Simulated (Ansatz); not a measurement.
## How much do the gradients of WC depend on the method?

Cell: a structure deposited in the COD, taken as it stands.

```cif
data_structure
_symmetry_space_group_name_H-M 'P 1'
_symmetry_Int_Tables_number 1
_cell_length_a 2.8982
_cell_length_b 2.8982
_cell_length_c 2.8314
_cell_angle_alpha 90.000
_cell_angle_beta 90.000
_cell_angle_gamma 120.000
_cell_volume 20.60
loop_
_atom_site_label
_atom_site_type_symbol
_atom_site_fract_x
_atom_site_fract_y
_atom_site_fract_z
_atom_site_occupancy
W1 W 0.00000 0.00000 0.00000 1
C2 C 0.66667 0.33333 0.50000 1
```

Atom numbers follow the list; atoms alike are taken as one site, whose name carries the number of the first.

First run. Method: Kohn–Sham DFT in Ansatz, PBE, plane waves and PAW, scalar-relativistic, collinear spin, 420 eV cutoff, Γ-centred 17×17×15 k-points, Fermi–Dirac smearing 0.02 eV. Start moments as typed (μB): 2 on each W, none on the rest.

```json
{"site": "W", "atom": "1", "V_zz (10²¹ V/m²)": "-13.76", "η": "0.00"}
{"site": "C", "atom": "2", "V_zz (10²¹ V/m²)": "0.086", "η": "0.00"}
```

Second run. The same atoms and settings, except that spin–orbit coupling is included (fully relativistic PAW files), the mesh is 18×18×16 and the Fermi–Dirac smearing is 0.05 eV.

(1) What does the second run give?

Results:

(1) 

| site | atom | V_zz | η | change of V_zz |
| --- | --- | --- | --- | --- |
| W | 1 | -12.83 | 0.00 | +0.93 |
| C | 2 | 0.070 | 0.00 | -0.02 |

The largest change of V_zz is on W, from -13.76 to -12.83. In per cent, |V_zz| changes by -7 on W (all sites that start above 2).

For the first run: At this cell the PBE pressure is 9 GPa, so with PBE the cell would grow if it were relaxed. The start moments die out, and the run ends without spin.
For the second run: At this cell the PBE pressure is 8 GPa, so with PBE the cell would grow if it were relaxed.
